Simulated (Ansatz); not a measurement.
Method: DFT r2SCAN, scalar-relativistic, plane waves, PAW (Ansatz 0.2.0).

Structure of Zn3Pd:

```
CELL_PARAMETERS angstrom
-1.85476 1.85476 4.03238
1.85476 -1.85476 4.03238
1.85476 1.85476 -4.03238
ATOMIC_POSITIONS crystal
Zn 0.75000 0.25000 0.50000
Zn 0.25000 0.75000 0.50000
Zn 0.50000 0.50000 0.00000
Pd 0.00000 0.00000 0.00000
```

Plane waves to 500 eV, a k mesh through Γ of 16×16×16 on the computed 4-atom cell and Gaussian smearing (0.10 eV); no spin polarisation.

Levels along Γ–X–P–N–Γ–M–S | S0–Γ | X–R | G–M, in eV from the Fermi level, sorted by energy at each point. Points in fractions of the primitive reciprocal vectors: Γ (0.000 0.000 0.000), X (0.000 0.000 0.500), P (0.250 0.250 0.250), N (0.000 0.500 0.000), M (0.500 0.500 -0.500), S (0.303 0.697 -0.303), S0 (-0.303 0.303 0.303), R (-0.106 0.106 0.500), G (0.500 0.500 -0.106).
| point | k (1/Å, with 2π) | band 24 | band 25 | band 26 | band 27 | band 28 | band 29 | band 30 |
| --- | --- | --- | --- | --- | --- | --- | --- | --- |
| Γ | 0.000 | -3.52 | -2.62 | -1.26 | 3.53 | 4.20 | 4.20 | 4.29 |
| - | 0.171 | -3.57 | -2.75 | -0.91 | 3.24 | 3.31 | 3.36 | 3.80 |
| - | 0.342 | -3.71 | -3.08 | -0.09 | 1.87 | 2.52 | 2.76 | 2.89 |
| - | 0.513 | -3.64 | -3.49 | 0.49 | 1.09 | 1.59 | 2.00 | 2.47 |
| - | 0.684 | -3.66 | -3.43 | -0.62 | 0.46 | 1.69 | 2.23 | 2.31 |
| - | 0.856 | -3.42 | -3.27 | -1.61 | -0.58 | 1.26 | 1.51 | 2.21 |
| - | 1.027 | -3.24 | -3.02 | -2.41 | -1.49 | -0.33 | 1.43 | 2.17 |
| X | 1.198 | -3.39 | -2.83 | -2.65 | -2.03 | -1.00 | 1.40 | 2.17 |
| - | 1.253 | -3.50 | -2.71 | -2.65 | -2.06 | -1.01 | 1.45 | 2.19 |
| - | 1.309 | -3.48 | -2.65 | -2.49 | -2.13 | -1.03 | 1.59 | 2.26 |
| - | 1.365 | -3.38 | -2.65 | -2.24 | -2.24 | -1.07 | 1.80 | 2.38 |
| - | 1.420 | -3.26 | -2.65 | -2.38 | -2.01 | -1.13 | 2.08 | 2.56 |
| - | 1.476 | -3.13 | -2.65 | -2.53 | -1.79 | -1.21 | 2.42 | 2.79 |
| - | 1.532 | -2.99 | -2.69 | -2.65 | -1.60 | -1.31 | 2.80 | 3.08 |
| P | 1.587 | -2.84 | -2.84 | -2.65 | -1.47 | -1.42 | 3.21 | 3.21 |
| - | 1.708 | -3.15 | -2.94 | -2.46 | -1.22 | -1.18 | 2.50 | 2.82 |
| - | 1.829 | -3.54 | -3.10 | -2.37 | -0.66 | -0.57 | 1.91 | 2.47 |
| - | 1.950 | -3.40 | -3.21 | -2.35 | -0.28 | 0.21 | 1.76 | 2.36 |
| - | 2.071 | -3.31 | -3.24 | -2.36 | -0.37 | 0.80 | 2.33 | 2.69 |
| - | 2.192 | -3.27 | -3.20 | -2.37 | -0.69 | 1.01 | 3.38 | 3.57 |
| - | 2.313 | -3.26 | -3.13 | -2.38 | -0.96 | 1.05 | 4.66 | 4.67 |
| N | 2.434 | -3.26 | -3.09 | -2.38 | -1.07 | 1.05 | 5.32 | 5.89 |
| - | 2.567 | -3.27 | -3.11 | -2.32 | -0.97 | 1.09 | 4.89 | 6.28 |
| - | 2.700 | -3.33 | -3.15 | -1.98 | -0.75 | 1.26 | 4.40 | 6.17 |
| - | 2.834 | -3.46 | -3.18 | -1.28 | -0.51 | 1.61 | 4.04 | 5.46 |
| - | 2.967 | -3.40 | -3.06 | -0.84 | 0.22 | 2.19 | 3.83 | 4.70 |
| - | 3.100 | -3.46 | -2.85 | -0.94 | 1.55 | 2.94 | 3.78 | 4.16 |
| - | 3.233 | -3.50 | -2.68 | -1.15 | 3.02 | 3.52 | 3.92 | 4.06 |
| Γ | 3.366 | -3.52 | -2.62 | -1.26 | 3.53 | 4.20 | 4.20 | 4.29 |
| - | 3.478 | -3.50 | -2.62 | -1.51 | 3.41 | 3.41 | 3.90 | 4.80 |
| - | 3.589 | -3.45 | -2.62 | -2.03 | 2.63 | 2.63 | 4.78 | 4.87 |
| - | 3.700 | -3.35 | -2.63 | -2.48 | 1.91 | 1.91 | 4.99 | 5.53 |
| - | 3.812 | -3.22 | -2.76 | -2.64 | 1.27 | 1.27 | 5.11 | 5.61 |
| - | 3.923 | -3.07 | -2.91 | -2.64 | 0.75 | 0.75 | 5.21 | 5.59 |
| - | 4.034 | -2.95 | -2.95 | -2.65 | 0.40 | 0.40 | 5.28 | 5.57 |
| M | 4.145 | -2.90 | -2.90 | -2.65 | 0.27 | 0.27 | 5.31 | 5.56 |
| - | 4.241 | -2.90 | -2.90 | -2.70 | 0.02 | 0.37 | 5.39 | 5.83 |
| - | 4.336 | -2.91 | -2.90 | -2.85 | -0.58 | 0.64 | 5.43 | 6.69 |
| - | 4.432 | -3.05 | -2.92 | -2.89 | -1.26 | 1.04 | 5.46 | 7.87 |
| - | 4.527 | -3.10 | -2.95 | -2.87 | -1.83 | 1.54 | 5.50 | 7.38 |
| - | 4.622 | -3.11 | -2.97 | -2.82 | -2.20 | 2.11 | 5.52 | 6.56 |
| - | 4.718 | -3.09 | -3.01 | -2.74 | -2.40 | 2.75 | 5.49 | 5.73 |
| S | 4.813 | -3.07 | -3.04 | -2.62 | -2.48 | 3.44 | 4.91 | 5.31 |
| S0 | 4.813 | -3.07 | -3.04 | -2.62 | -2.48 | 3.44 | 4.91 | 5.31 |
| - | 4.960 | -3.12 | -3.11 | -2.30 | -2.29 | 3.69 | 4.59 | 4.83 |
| - | 5.106 | -3.27 | -3.19 | -1.78 | -1.69 | 2.57 | 4.39 | 5.83 |
| - | 5.253 | -3.45 | -3.28 | -1.02 | -0.72 | 1.55 | 4.08 | 5.55 |
| - | 5.399 | -3.37 | -3.24 | -0.17 | 0.54 | 0.81 | 3.87 | 4.96 |
| - | 5.546 | -3.44 | -2.94 | -0.42 | 1.53 | 1.95 | 3.76 | 4.54 |
| - | 5.693 | -3.50 | -2.71 | -1.00 | 2.96 | 3.25 | 3.82 | 4.29 |
| Γ | 5.839 | -3.52 | -2.62 | -1.26 | 3.53 | 4.20 | 4.20 | 4.29 |
| X | 5.839 | -3.39 | -2.83 | -2.65 | -2.03 | -1.00 | 1.40 | 2.17 |
| - | 5.875 | -3.39 | -2.82 | -2.64 | -2.07 | -0.99 | 1.43 | 2.21 |
| - | 5.912 | -3.39 | -2.79 | -2.62 | -2.17 | -0.98 | 1.49 | 2.32 |
| - | 5.948 | -3.38 | -2.75 | -2.59 | -2.32 | -0.96 | 1.60 | 2.50 |
| - | 5.984 | -3.38 | -2.70 | -2.55 | -2.50 | -0.95 | 1.75 | 2.75 |
| - | 6.020 | -3.38 | -2.71 | -2.66 | -2.50 | -0.93 | 1.94 | 3.03 |
| - | 6.056 | -3.38 | -2.93 | -2.63 | -2.44 | -0.92 | 2.16 | 3.35 |
| R | 6.093 | -3.38 | -3.15 | -2.60 | -2.38 | -0.90 | 2.42 | 3.71 |
| G | 6.093 | -3.38 | -3.15 | -2.60 | -2.38 | -0.90 | 2.42 | 3.71 |
| - | 6.228 | -3.42 | -3.30 | -2.57 | -2.07 | -0.85 | 3.60 | 5.17 |
| - | 6.362 | -3.31 | -3.25 | -2.62 | -1.71 | -0.77 | 5.03 | 6.68 |
| - | 6.497 | -3.19 | -3.17 | -2.69 | -1.28 | -0.65 | 6.60 | 7.79 |
| - | 6.632 | -3.10 | -3.07 | -2.78 | -0.81 | -0.46 | 7.72 | 8.00 |
| - | 6.767 | -3.01 | -2.98 | -2.84 | -0.32 | -0.18 | 6.52 | 6.90 |
| - | 6.902 | -2.92 | -2.88 | -2.76 | 0.10 | 0.12 | 5.64 | 5.94 |
| M | 7.037 | -2.90 | -2.90 | -2.65 | 0.27 | 0.27 | 5.31 | 5.56 |

Cost: 1 run of about 1.9 core-minutes, on AMD EPYC 9R45 (Zen 5) (shared hosts).